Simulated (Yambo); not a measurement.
G0W0@LDA for BaHI (space group P4/nmm, No. 129) in Yambo. Reference settings: 2×2×2 Γ-centred k mesh, 243 bands and a 7 Ry block in the screening, 243 bands in G with the Bruneval-Gonze terminator, plasmon pole fitted at 27.2 eV. The LDA gap Z → Z on this mesh is 2.60 eV; G0W0 gaps are taken between the same points.

```
change from the reference                                  G0W0 gap Z → Z (eV)  shift of the valence edge (eV)
---------------------------------------------------------  -------------------  ------------------------------
reference settings                                                        4.17                           -0.99
wavefunctions cut at 50 Ry                                                4.17                           -0.99
51 bands in W, 51 bands in G, 2 Ry block                                  4.17                           -0.30
51 bands in W, 51 bands in G, 6 Ry block                                  4.18                           -0.31
130 bands in W, 130 bands in G, 3 Ry block, no terminator                 3.99                           -0.56
85 bands in W, 85 bands in G, 6 Ry block                                  4.07                           -0.61
3 Ry block                                                                3.98                           -0.78
186 bands in W, 186 bands in G, 4 Ry block                          (withheld)                           -0.78
```

Estimate the withheld gaps from the other rows; the computed values follow.


- 186 bands in W, 186 bands in G, 4 Ry block, G0W0 gap Z → Z (eV): 4.00

The reference isn't shown to be the converged limit.

Spin-orbit coupling is not included.

Geometry of the Materials Project entry, not relaxed at this level; primitive cell a = b = 4.7758 Å, c = 7.8002 Å, α = β = γ = 90.00°.

A shift is the quasiparticle energy of the state minus its LDA energy.
